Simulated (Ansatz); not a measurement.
HfC (NiAs type, P6_3/mmc) at seven volumes, the program Ansatz at the PBEsol level (PAW), shape and atoms relaxed at each. One row is withheld.

```
V (Å³/atom)  P (GPa)
-----------  -------
11.092         28.16
11.458         17.31
11.823             ?
12.189          0.00
12.555         -6.87
12.921        -12.77
13.286        -17.84
```

Fit the shown pressures and predict the withheld one.

Third-order Birch–Murnaghan: P = (3/2)B₀(x^(7/2) − x^(5/2))[1 + (3/4)(B′ − 4)(x − 1)] with x = (V₀/V)^(2/3). Least squares on the six rows gives V₀ = 12.189 Å³/atom, B₀ = 246.6 GPa, B′ = 4.05. At V = 11.823, x = 1.0205 and P = 8.00 GPa. The run itself gave 8.00 GPa.

The first step of the workflow began from a Materials Project structure, measured or hypothetical; the Crystallography Open Database copy checked does not list it. It is not the phase usual at ambient conditions (space group No. 225). The cell was relaxed with PBEsol under the symmetry of its start; whether a distortion lowers the energy is not shown. No spin polarisation was allowed. Scalar-relativistic: spin–orbit coupling is off unless named, which matters more the heavier the elements.

Potentials: the later of the program's two PAW sets.
